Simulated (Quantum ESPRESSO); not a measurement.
## Kohn-Sham bands of W (bcc (W type))

```yaml
crystal:
  lattice:
    - [-1.58516, 1.58516, 1.58516]
    - [1.58516, -1.58516, 1.58516]
    - [1.58516, 1.58516, -1.58516]
  atoms:
    - { symbol: W, position: [0.00000, 0.00000, 0.00000] }
```

Structure: Materials Project mp-91, symmetrised, not relaxed again. This is the element's usual structure. Computed values, not measurements, from PBEsol: Quantum ESPRESSO (norm-conserving PseudoDojo potentials, cutoff 60 Ry, spinors with spin-orbit coupling) on a Γ-centred 10×10×10 mesh, then Wannier90. Density: 18×18×18 mesh, cold smearing 0.01 Ry.

Question: List the Kohn-Sham levels between −8 and 3.0 eV relative to the Fermi level at the high-symmetry points, as a band run of pw.x on that density gives them (levels within 2 meV counted together).

Answer: 
```tsv
point	k (reciprocal lattice)	levels (eV)
Γ	0.000 0.000 0.000	-1.38 (×4), -0.87 (×2), 2.32 (×4)
H	0.500 -0.500 0.500	-5.78 (×4)
N	0.000 0.000 0.500	-6.22 (×2), -3.53 (×2), 0.60 (×2), 2.15 (×2)
P	0.250 0.250 0.250	-3.36 (×2), -2.74 (×4)
```
